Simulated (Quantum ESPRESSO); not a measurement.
# Moving one atom in ZrSiTi2O8

Calculated results; nothing here was measured. They come from pw.x of Quantum ESPRESSO 7.5, a plane-wave density functional program, with PseudoDojo standard norm-conserving files (v0.5 for PBE, v0.4.1 for LDA and PBEsol). The cells are made up: elements, strain and atom displacements were drawn at random, and nothing was relaxed. There is no spin polarisation, spin-orbit coupling or dispersion term.

The cell has 12 sites of a rutile lattice (two cells along c). Sites 1 to 4 hold Zr Si Ti Ti; sites 5 to 12 hold O O O O O O O O. Cell vectors in Å: (4.576, -0.005, 0.006); (-0.005, 4.526, -0.039); (0.008, -0.051, 5.990). Settings: PBE, cutoff 1143 eV, 5 x 5 x 4 k mesh shifted by half a step, Fermi-Dirac smearing of 0.025 eV.

Each run shifts the O atom on site 9 along z and leaves all else fixed. Site 4 is one of its nearest neighbours. E is the free energy of the cell above the lowest run shown. The last column is band 45 less band 44 at Gamma, from a band step after each run.

| run | shift (Å) | Fz on site 9 (eV/Å) | Fz on site 4 (eV/Å) | P (GPa) | E (meV) | level step at Gamma (eV) |
| --- | --- | --- | --- | --- | --- | --- |
| 1 | -0.1713 | -0.455 | -0.113 | 12.54 | 0.0 | 1.639 |
| 2 | -0.1197 | -0.920 | -0.133 | 12.68 | 35.5 | 1.650 |
| 3 | -0.0583 | -1.450 | -0.120 | 12.96 | 108.4 | 1.657 |
| 4 | 0.0125 | -2.048 | -0.045 | 13.46 | 232.3 | 1.655 |
| 5 | 0.0586 | -2.438 | 0.042 | 13.88 | 335.7 | 1.650 |
| 7 | 0.1766 | -3.487 | 0.416 | 15.31 | 684.2 | 1.614 |
| 6 | 0.1373 | ? | ? | ? | ? | ? |

A rerun of one of these cells at 1467 eV and k mesh 7 x 7 x 6 moved values by no more than 0.003 eV in the cell's energy, 0.05 GPa in stress and 0.003 eV/Å in force.

## Worked fit

A parabola through the six runs shown gives Fz on site 9 = -1.943 - 8.67 u - 0.3 u² eV/Å, with u in Å and a scatter of 0.015 eV/Å. Minus the slope, 8.67 ± 0.25 eV/Å², is this atom's force constant along z at u = 0, with its periodic images moving too. The fitted force does not vanish within the range. The error is the larger of the fit's own and the change that a cubic makes, rounded up.

## Withheld run

Question: what Fz on site 9 should run 6 give?

The fit gives -3.139 eV/Å. The calculation gave -3.126 eV/Å.

```
run,shift (Å),Fz on site 9 (eV/Å),Fz on site 4 (eV/Å),P (GPa),E (meV),level step at Gamma (eV)
6,0.1373,-3.126,0.265,14.78,554.3,1.629
```